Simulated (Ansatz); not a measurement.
GaIr (CsCl type)

```
CELL_PARAMETERS angstrom
      2.99840     0.00000     0.00000
      0.00000     2.99840     0.00000
      0.00000     0.00000     2.99840
ATOMIC_POSITIONS crystal
  Ga 0.00000 0.00000 0.00000
  Ir 0.50000 0.50000 0.50000
```

The slice is a {110} plane (indices of the conventional cell) through the point (0.000, 0.000, 0.000) (fractional), spanned by u = [100] and v = [011] in vectors of this cell: u (3.00 Å) and v (4.24 Å, at 90° to u). It covers one period; positions are fractions (u, v).

The numbers are results of LDA (plane waves to 420 eV, PAW, scalar-relativistic; Ansatz, an electronic-structure program), not measurements. k mesh 15×15×15. Near the nuclei the fields are pseudised (PAW); where an atom keeps semicore shells as valence, they peak there. GaIr is run without spin polarisation. GaIr was relaxed with its symmetry unable to fall. Spin-orbit coupling is left out, though Ir is heavy.

**Question.** What is the valence density on the shortest Ga–Ir line in this plane (2.60 Å), at its minimum between the atoms?

**Answer.** 0.38 e/Å³.

**Question.** Sketch the valence electron density on this plane as a map.

**Answer.** 
```
|98742100000012478|
|77532100000012357|
|54321100000011234|
|22211100000011122|
|11111111111111111|
|11111112222111111|
|00011223333221100|
|00112334444332110|
|00112455665542110|
|00123456666543210|
|00124566666654210|
|00124566666654210|
|00124566666654210|
|00123456666543210|
|00112455665542110|
|00112334444332110|
|00011223333221100|
|11111112222111111|
|11111111111111111|
|22211100000011122|
|54321100000011234|
|77532100000012357|
|98742100000012478|
|99752100000012579|
```
Scale: ten equal steps from -0.71 (start of '0') to 1.72 (end of '9'), in the order '0123456789'. Values: log₁₀ of the valence density in e/Å³. The map has 17 points along u (one character each, u = 0 at the left) and 24 along v (v = 0 in the bottom row). The scale is logarithmic, as a density can span decades between atoms and voids.
